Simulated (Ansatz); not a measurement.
InAs (zinc blende)

```cif
data_AsIn
_chemical_formula_sum 'As1 In1'
_space_group_name_H-M_alt 'P 1'
_space_group_IT_number 1
_cell_length_a 4.30410
_cell_length_b 4.30410
_cell_length_c 4.30410
_cell_angle_alpha 60.000
_cell_angle_beta 60.000
_cell_angle_gamma 60.000
loop_
_space_group_symop_operation_xyz
  'x, y, z'
loop_
_atom_site_label
_atom_site_type_symbol
_atom_site_fract_x
_atom_site_fract_y
_atom_site_fract_z
_atom_site_occupancy
As1 As 0.75000 0.75000 0.75000 1
In1 In 0.00000 0.00000 0.00000 1
```

This relaxed cell (volume V₀) is scaled evenly in all directions, its shape held. Symmetry pins the atoms to their sites.

The numbers are results of PBEsol (plane waves to 420 eV, PAW, scalar-relativistic; Ansatz, a first-principles code), not measurements. k mesh 9×9×9 (Γ-centred), Fermi-Dirac smearing 0.05 eV. The energy includes the smearing's −TS. Compression counts positive. At this level the bands of InAs touch or barely overlap; measurements give the solid a gap. InAs was relaxed with its symmetry unable to fall. ΔE is measured from the relaxed starting cell.

The scan covers V/V₀ from 0.840 to 1.160 in 11 points.

What is ΔE at V/V₀ = 1.160?

94 meV/atom.

What pressure does the cell carry at V/V₀ = 0.840?

14.6 GPa.

What is ΔE at V/V₀ = 0.840?

175 meV/atom.

(A scan under strain: stresses follow from slopes of the energy per volume, elastic moduli from its curvatures.)
